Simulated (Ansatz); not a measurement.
Consider the following.

GaN:
```cif
data_GaN
_chemical_formula_sum 'N1 Ga1'
_space_group_name_H-M_alt 'P 1'
_space_group_IT_number 1
_cell_length_a 3.21623
_cell_length_b 3.21623
_cell_length_c 3.21623
_cell_angle_alpha 60.000
_cell_angle_beta 60.000
_cell_angle_gamma 60.000
loop_
_space_group_symop_operation_xyz
  'x, y, z'
loop_
_atom_site_label
_atom_site_type_symbol
_atom_site_fract_x
_atom_site_fract_y
_atom_site_fract_z
_atom_site_occupancy
N1 N 0.75000 0.75000 0.75000 1
Ga1 Ga 0.00000 0.00000 0.00000 1
```

This is the PBE-relaxed structure.

Question: All from DFT-PBE in the program Ansatz with PAW potentials, unless another level is named. Give the hole effective mass, band 1 of 3 at the edge.

Answer: 0.90 along [100], 5.4 along [110], 2.0 along [111] (mₑ).

Question: Predict the hole effective mass, band 3 of 3 at the edge.

Answer: 0.15 along [100], 0.13 along [110], 0.12 along [111] (mₑ).

Question: Next, the formation energy from the elements (no fitted shifts)?

Answer: -0.43 eV/atom.

Space group F-43m (zinc blende). Symmetry was held in the PBE relaxation; phonons on a q-mesh show no instability. The references are the lowest solids computed at this level, not always the standard phases (solids in place of the gases). Spin–orbit coupling is left out wherever it is not named.

Potentials: the later of the program's two PAW sets.

Edges and masses are those of Kohn–Sham bands, whose gap is no quasiparticle gap.
